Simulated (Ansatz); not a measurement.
Polymorphs of YSi, each relaxed with PBEsol in the plane-wave PAW code Ansatz:

A: CsCl type (Pm-3m)
a = b = c = 3.4940 Å, α = β = γ = 90.00°

```json
[
 {"atom": "Y", "site": "1a", "symmetry": "m-3m", "x": "0.0000", "y": "0.0000", "z": "0.0000"},
 {"atom": "Si", "site": "1b", "symmetry": "m-3m", "x": "0.5000", "y": "0.5000", "z": "0.5000"}
]
```

B: Cmcm
a = 4.2337 Å, b = 10.4547 Å, c = 3.8079 Å, α = 90.00°, β = 90.00°, γ = 90.00°

```csv
atom,site,symmetry,x,y,z
Y,4c,m2m,0.0000,0.1404,0.7500
Si,4c,m2m,0.0000,0.5763,0.2500
```

Put the candidates in order of energy per atom at 0 K, lowest first, for PBEsol.

B (+0 meV/atom), A (+440 meV/atom)

Constructed cells (a structure type filled with these elements, in neither database checked): A. Standing as an ambient phase not checked: B. Unstable at this level: A. All cells were relaxed under the symmetry of their starts (and spin orders); stability against distortions was not tested throughout. Rows with no word on spin ran without spin polarisation. Spin–orbit coupling is left out wherever it is not named.

Energies hold the estimated change up to a 700 eV cutoff; steps of a few meV lie near the error of the meshes.

Potentials: the later of the program's two PAW sets.
